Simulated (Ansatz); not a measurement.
## Formation energy of CsTl (NaTl type)

```xyz
4
Lattice="0.0000 4.2560 4.2560 4.2560 0.0000 4.2560 4.2560 4.2560 0.0000" Properties=species:S:1:pos:R:3 pbc="T T T"
Cs    1.0640    1.0640    1.0640
Cs   -1.0640   -1.0640   -1.0640
Tl    3.1920    3.1920    3.1920
Tl   -3.1920   -3.1920   -3.1920
```

The cell comes from a relaxation on PAW files under the same functional, begun from a prototype that needn't be the stable phase.

Level of theory: DFT with PBEsol, scalar-relativistic, in Ansatz 0.2.0; a Γ-centred 6×6×6 k mesh, Fermi–Dirac smearing of 0.05 eV, no spin polarisation. LAPW: all electrons, basis error target 0.5 meV/atom; PAW: frozen-core files, cutoff 420 eV.

The elements are taken as Cs bcc, Tl hcp, each relaxed on PAW files under the same functional and computed by the same method as the compound; zero-point and thermal terms are left out.

Spin–orbit coupling is left out, which matters for the heavy atoms. The PAW files were made under PBE.

(1) Give the formation energy by each method, with the residual pressure at this cell and the LAPW gap.

(2) Give the LAPW value for one formula unit in kJ/mol.

(3) What Bader charges does the PAW density give?

## Answers

(1) 

| method | ΔE(formation) (eV/atom) | P at this cell (GPa) | gap (eV) |
| --- | --- | --- | --- |
| LAPW | -0.052 | -0.01 | 0.00 |
| PAW | -0.052 | -0.01 | – |

(2) -0.052 eV/atom × 2 atoms × 96.485 kJ/(mol·eV) = -10.0 kJ/mol, at zero temperature and without zero-point motion.

(3) Cs1 +0.54 e, Tl3 -0.54 e.
